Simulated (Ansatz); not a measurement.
Cu Kα1 powder pattern (kinematic, no thermal factors).
2θ (°) (relative intensity): 22.93 (9), 24.68 (28), 29.35 (100), 35.91 (32), 40.28 (47), 43.64 (18), 46.23 (9), 46.86 (1), 47.82 (5), 50.62 (21), 52.22 (1), 55.05 (9), 60.89 (6), 62.97 (20), 64.26 (4), 66.59 (18), 70.39 (9), 71.40 (2), 71.54 (9), 73.23 (8), 75.56 (7), 85.44 (5), 87.06 (5)

The pattern is computed from a structure relaxed with DFT PBE, scalar-relativistic, plane waves, PAW (Ansatz). No spin polarisation. Its elements are In, Sn, Te.

Give the structure.

In2SnTe2.
Space group P-3m1 (No. 164). a = 4.474 Å, b = 4.474 Å, c = 9.810 Å, α = 90.00°, β = 90.00°, γ = 120.00°
```
atom  site  symmetry       x       y       z
  In    2d       3m. 0.6667  0.3333  0.6197
  Sn    1a      -3m. 0.0000  0.0000  0.0000
  Te    2d       3m. 0.6667  0.3333  0.1910
```

A pattern alone doesn't exclude other cells with like lines; this is the one computed.

The cell was found from a structure generator's guess, not taken from experiment.
